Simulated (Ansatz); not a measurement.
Here is the system:

MoP:
```xyz
2
Lattice="2.9743 0.0000 0.0000 0.0000 2.9743 0.0000 0.0000 0.0000 2.9743" Properties=species:S:1:pos:R:3 pbc="T T T"
Mo     0.0000     0.0000     0.0000
P      1.4872     1.4872     1.4872
```

This is the PBEsol-relaxed structure.

Q: All from DFT-PBEsol in the program Ansatz with PAW potentials, unless another level is named. Give the electronic character.

A: metallic (no gap).

Q: What about the density of states at the Fermi level?

A: 0.59 states/eV per atom (mean over ±0.08 eV).

Q: Give the formation energy from the elements (no fitted shifts).

A: -0.48 eV/atom.

Q: And the gap with spin–orbit coupling?

A: none (metallic).

Space group Pm-3m (CsCl type). The cell is a constructed one: a structure type filled with these elements; neither database checked (COD, Materials Project) lists it. COD files the formula under space group No. 187. Its standing as an ambient phase is unchecked. Symmetry was held in the PBEsol relaxation; its stability against distortions is not shown here. No spin polarisation was allowed. The references are the lowest solids computed at this level, not always the standard phases. Spin–orbit coupling is left out wherever it is not named.

Potentials: the earlier of the program's two PAW sets. The files were generated under PBE; for other functionals the program regenerates the frozen cores, and for LDA and PBEsol the local potential too.
